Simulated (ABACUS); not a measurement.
Input and output of a self-consistent single point for Ti₃Al (P6_3/mmc, 16 atoms in the cell; from Materials Project mp-1823, lattice scaled a little) (ABACUS).

Method: PBE, numerical atomic orbitals TZP (confined pseudo-atomic orbitals; energy shift 0.01 Ry), PseudoDojo 0.5 standard norm-conserving PBE (tails mended) pseudopotentials run with ABACUS 3.10.1.

```xyz
16
Lattice="5.7575 0.0000 0.0000 0.0000 9.9722 0.0000 0.0000 0.0000 4.6384" Properties=species:S:1:pos:R:3 pbc="T T T"
Ti     2.8787     3.2898     1.1596
Ti     0.0000     1.6963     3.4788
Ti     4.3478     4.1380     3.4788
Ti     4.2884     0.8481     1.1596
Ti     1.4690     0.8481     1.1596
Ti     1.4097     4.1380     3.4788
Ti     0.0000     8.2760     1.1596
Ti     2.8787     6.6824     3.4788
Ti     1.4690     9.1241     3.4788
Ti     1.4097     5.8343     1.1596
Ti     4.3478     5.8343     1.1596
Ti     4.2884     9.1241     3.4788
Al     0.0000     3.3241     1.1596
Al     2.8787     1.6620     3.4788
Al     2.8787     8.3102     1.1596
Al     0.0000     6.6482     3.4788
```

Reference input (self-consistent single point, DFT, PBE, numerical atomic orbitals TZP (confined pseudo-atomic orbitals; energy shift 0.01 Ry), PseudoDojo 0.5 standard norm-conserving PBE (tails mended) pseudopotentials): basis = TZP numerical atomic orbitals, energy shift 0.01 Ry; KPT = Gamma 3 2 3 0 0 0; basis_type = lcao; dft_functional = PBE; ecutwfc = 100 Ry; smearing_method = fd; smearing_sigma = 0.00734986 Ry; potentials = PseudoDojo 0.5 standard norm-conserving PBE (tails mended); symmetry = 1; ks_solver = scalapack_gvx; scf_nmax = 100; scf_thr = 1.0e-06. This run's input differs from it in these lines:

```diff
@@ -66,3 +66,3 @@
 Gamma
-3 2 3 0 0 0
+6 4 7 0 0 0
```

Output, abridged:

```
 SELF-CONSISTENT
 -------------------------------------------

                  longest orb rcut (Bohr) = 8
   longest nonlocal projector rcut (Bohr) = 1.78
                     search radius (Bohr) = 19.6

                          real space grid = [ 72, 120, 60 ]

                                 init_chg = atomic

 LCAO ALGORITHM --------------- ION=   1  ELEC=   1--------------------------------

 Density error is 0.0513333168316
 E_KohnSham     -1442.6713388393     -19628.5505495033
 E_Fermi        0.9308422081         12.6647579685

 LCAO ALGORITHM --------------- ION=   1  ELEC=   2--------------------------------

   [... lines left out ...]

   [... 7 blocks of this kind left out ...]

 LCAO ALGORITHM --------------- ION=   1  ELEC=  10--------------------------------

 Density error is 1.20510933747e-06
 E_KohnSham     -1442.8410409181     -19630.8594647379
 E_Fermi        0.9005697709         12.2528803306

 LCAO ALGORITHM --------------- ION=   1  ELEC=  11--------------------------------

 Density error is 3.61021540699e-07
 E_KohnSham     -1442.8410409181     -19630.8594647375
 E_KS(sigma->0) -1442.8241703135     -19630.6299283858
 E_entropy(-TS) -0.0337412093        -0.4590727033
 E_Fermi        0.9005698306         12.2528811431
 charge density convergence is achieved
 final etot is -19630.859465 eV
 EFERMI = 12.252881143 eV

 STATE ENERGY(eV) AND OCCUPATIONS    NSPIN == 1
   [... 91 lines left out ...]

 TOTAL-FORCE (eV/Angstrom)
                       Ti1         0.0000000000         0.0638576553         0.0000000000
                       Ti2         0.0000000000        -0.0649249083         0.0000000000
                       Ti3        -0.0552351034         0.0319926760         0.0000000000
                       Ti4         0.0558887405        -0.0327928957         0.0000000000
                       Ti5        -0.0558887405        -0.0327928957         0.0000000000
                       Ti6         0.0552351034         0.0319926760         0.0000000000
                       Ti7         0.0000000000         0.0649249083         0.0000000000
   [... lines left out ...]

 TOTAL-STRESS (KBAR)
       -21.8605624382         0.0000000000         0.0000000000
         0.0000000000       -21.2747697659        -0.0000000000
         0.0000000000         0.0000000000        -9.0858634990
 TOTAL-PRESSURE: -17.407065 KBAR

 --------------------------------------------
 !FINAL_ETOT_IS -19630.8594647374920896 eV
 --------------------------------------------
```

The run converged in 11 iterations. Against the reference run the free energy rises by 2.5 meV/atom and the pressure stays near -1.74 GPa while the zz stress (positive for compression) goes from -1.52 to -0.91 GPa.

The atom-centred basis is finite, which shifts total energies and pressures against plane waves. This run is one point of a test of settings, so its values need not be converged; read them against the reference run alone. The structure comes from a collection of computed structures, made at another level of theory; the collection holds predicted forms beside known ones. Its lattice was then scaled.

Cost on one core: around 2.4 core-minutes (rough).

The atomic orbitals were generated for these runs; they are not ABACUS's published sets and were checked against plane waves on a few crystals only.

“Tails mended”: in these copies of the files the far tail of each local potential was reset to the Coulomb form.
